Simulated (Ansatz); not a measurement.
MgB$_{2}$ in space group P6/mmm (No. 191; Mg on 1a, B on 2d), a = b = 3.0651 Å, c = 3.5228 Å, α = β = 90.00°, γ = 120.00°.

Relaxed with r²SCAN.

**Question.** Which orbitals make up the states near the Fermi level in r²SCAN in the plane-wave PAW code Ansatz?

**Answer.** Within 0.5 eV of the Fermi level: B 2p 91 %. Projections are on Löwdin-orthogonalised atomic valence shells; empty p or d shells of many metals are not among them.

**Question.** Tabulate the density of states.

**Answer.** States/eV per cell of 3 atoms, in 0.25 eV bins, energy from the Fermi level.

```
E (eV)  total  B 2p  B 2s  Mg 3s
------  -----  ----  ----  -----
-7.85    0.32  0.20  0.11   0.01
-7.60    0.44  0.30  0.13   0.02
-7.35    0.56  0.38  0.15   0.02
-7.10    0.58  0.40  0.15   0.02
-6.85    0.60  0.42  0.16   0.02
-6.60    0.57  0.40  0.15   0.02
-6.35    0.54  0.38  0.13   0.02
-6.10    0.54  0.39  0.12   0.02
-5.85    0.58  0.44  0.11   0.03
-5.60    0.64  0.49  0.11   0.03
-5.35    0.72  0.57  0.11   0.03
-5.10    0.67  0.54  0.10   0.03
-4.85    0.69  0.56  0.10   0.03
-4.60    0.75  0.61  0.10   0.03
-4.35    0.81  0.67  0.10   0.03
-4.10    0.81  0.68  0.09   0.03
-3.85    0.87  0.75  0.09   0.03
-3.60    0.93  0.81  0.09   0.02
-3.35    0.94  0.82  0.08   0.02
-3.10    0.99  0.88  0.08   0.02
-2.85    1.00  0.89  0.07   0.02
-2.60    1.01  0.92  0.07   0.02
-2.35    1.20  1.12  0.06   0.01
-2.10    1.17  1.09  0.05   0.01
-1.85    0.95  0.89  0.04   0.01
-1.60    0.86  0.80  0.03   0.01
-1.35    0.78  0.73  0.03   0.01
-1.10    0.81  0.74  0.02   0.03
-0.85    0.78  0.71  0.02   0.03
-0.60    0.74  0.68  0.01   0.03
-0.35    0.70  0.64  0.01   0.03
-0.10    0.67  0.61  0.01   0.03
0.15     0.61  0.56  0.00   0.03
0.40     0.51  0.46  0.00   0.02
0.65     0.37  0.32  0.00   0.02
0.90     0.27  0.23  0.00   0.02
1.15     0.26  0.22  0.00   0.02
1.40     0.26  0.21  0.00   0.02
1.65     0.26  0.21  0.00   0.02
1.90     0.27  0.22  0.00   0.02
2.15     0.32  0.23  0.01   0.04
2.40     0.35  0.24  0.01   0.05
2.65     0.37  0.25  0.02   0.05
2.90     0.40  0.26  0.02   0.06
3.15     0.42  0.27  0.02   0.07
3.40     0.40  0.24  0.01   0.08
3.65     0.40  0.23  0.02   0.08
3.90     0.44  0.23  0.02   0.10
4.15     0.41  0.21  0.02   0.10
4.40     0.41  0.18  0.03   0.10
4.65     0.40  0.17  0.04   0.10
```

The r²SCAN relaxation kept the symmetry of its start.

Potentials: the later of the program's two PAW sets.
